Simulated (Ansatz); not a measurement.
Si3Ge:
```
Si3Ge
1.0
    3.88113     0.00000     0.00000
    0.00000     3.88113     0.00000
    0.00000     0.00000     5.47823
Si Ge
3 1
Cartesian
  1.94056   0.00000   4.13699
  0.00000   0.00000   0.00000
  0.00000   1.94056   1.34124
  1.94056   1.94056   2.73912
```

The program Ansatz at the PBEsol level (PAW) gives a gap of 0.25 eV without spin–orbit coupling, maximum at Γ, minimum at M.

### Question
What happens when spin–orbit coupling is switched on?

### Answer
The gap shrinks by 0.04 eV, to 0.21 eV; maximum at Γ, minimum at M.

### Question
Give the electron effective mass with spin–orbit coupling.

### Answer
0.18, 0.40, 0.40 mₑ (principal values).

### Question
Give the hole effective mass with spin–orbit coupling.

### Answer
0.16, 0.16, 0.24 mₑ (principal values).

Space group P-4m2. The start of the workflow was typed in or built on a structure type; neither database checked (COD, Materials Project) lists it. Its standing as an ambient phase is unchecked. Symmetry was held in the PBEsol relaxation; its stability against distortions is not shown here.

Potentials: the earlier of the program's two PAW sets. The files were generated under PBE; for other functionals the program regenerates the frozen cores, and for LDA and PBEsol the local potential too.
